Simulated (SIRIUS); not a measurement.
A self-consistent single point of Pt (Fm-3m, 4 atoms in the cell; from Materials Project mp-126, lattice scaled a little) with SIRIUS.

All values come from this method and carry its errors: LDA (PW92), GBRV LDA ultrasoft pseudopotentials (plane waves; SIRIUS 7.12.0).

```yaml
crystal:
  lattice:
    - [4.01452, 0.00000, 0.00000]
    - [0.00000, 4.01452, 0.00000]
    - [0.00000, 0.00000, 4.01452]
  atoms:
    - { symbol: Pt, position: [0.00000, 0.00000, 0.00000] }
    - { symbol: Pt, position: [0.00000, 0.50000, 0.50000] }
    - { symbol: Pt, position: [0.50000, 0.00000, 0.50000] }
    - { symbol: Pt, position: [0.50000, 0.50000, 0.00000] }
```

Reference input (self-consistent single point, DFT, PBE, plane waves, GBRV PBE ultrasoft pseudopotentials): parameters.ngridk = 8 8 8; parameters.xc_functionals = [XC_GGA_X_PBE, XC_GGA_C_PBE]; parameters.gk_cutoff = 6.325 1/bohr; parameters.pw_cutoff = 14.143 1/bohr; parameters.smearing = fermi_dirac; parameters.smearing_width = 0.00183747 Ha; potentials = GBRV PBE ultrasoft pseudopotentials; parameters.electronic_structure_method = pseudopotential; parameters.num_bands = 38; parameters.num_mag_dims = 0; parameters.num_dft_iter = 100; parameters.energy_tol = 1e-07 Ha. This run's input differs from it in these lines:

```diff
@@ -13,3 +13,3 @@
     "electronic_structure_method": "pseudopotential",
-    "xc_functionals": ["XC_GGA_X_PBE", "XC_GGA_C_PBE"],
+    "xc_functionals": ["XC_LDA_X", "XC_LDA_C_PW"],
     "gk_cutoff": 6.325,
@@ -39,3 +39,3 @@
     "atom_files": {
-      "Pt": "pt_pbe_v1.4.uspp.F.UPF.json"
+      "Pt": "pt_lda_v1.4.uspp.F.UPF.json"
     },
```

The program printed (abridged):

```
[find] density tolerance         : 1e-06
[find] total energy tolerance    : 1e-07
[find] iter_solver_tol (initial) : 0.01
[find] iter_solver_tol (target)  : 1e-13
[find] num_dft_iter              : 100
Charges and magnetic moments
--------------------------------------------------------------------------------
total charge          : 64.000000
[find] | SCF iteration   0 out of 100|
[diagonalize] iterative solver tolerance (occupied, empty): 0.01 0.01
[diagonalize] average number of iterations: 1.8
[find] Charges and magnetic moments
[find] total charge          : 64.000000
[find] Energy
   [... lines left out ...]

[find] Charges and magnetic moments
[find] total charge          : 64.000000
[find] Energy
[find] smearing (-TS)                 :      -0.00259357
[find] Total energy                   :    -421.63498488 (Ha),    -843.26996976 (Ry)
[find] Free energy (E-TS)             :    -421.63757845 (Ha),    -843.27515690 (Ry)
[find] band gap (eV)                  :       0.00000000
[find] Efermi                         :       0.74066789
[find] iteration : 29, RMS (target) : 2.5226e-07 (1.0000e-06) , energy difference (target) : -4.3091e-09 (1.0000e-07)
[find] bands are converged : true
[find] iterative solver converged : false
[find] converged after 30 SCF iterations!
[find] Charges and magnetic moments
[find] total charge          : 64.000000
[find] Energy
[find] smearing (-TS)                 :      -0.00259357
[find] Total energy                   :    -421.63498488 (Ha),    -843.26996976 (Ry)
[find] Free energy (E-TS)             :    -421.63757845 (Ha),    -843.27515690 (Ry)
[find] band gap (eV)                  :       0.00000000
[find] Efermi                         :       0.74066789
[ground_state] === stress tensor components [kbar] ===
[ground_state] === stress_total ===
[ground_state]   235.087420    0.000000   -0.000000
[ground_state]     0.000000  235.087420    0.000000
[ground_state]    -0.000000    0.000000  235.087420
[ground_state] ==== total Forces in Ha/bohr =====
[ground_state] atom:    0, force:       0.0000000      0.0000000      0.0000000
   [... zero for the other atoms too ...]
```

The run converged in 30 iterations. SIRIUS prints the stress tensor with tension positive. Against the reference run the pressure goes from -9.12 to -23.51 GPa.

The structure comes from a collection of computed structures, made at another level of theory; the collection holds predicted forms beside known ones. Its lattice was then scaled. At this pressure the cell is far from its equilibrium volume at this level.

Cost on one core: roughly 100 core-seconds.

The gap that the log prints is read on the run's mesh, which can miss the band edges or a crossing.
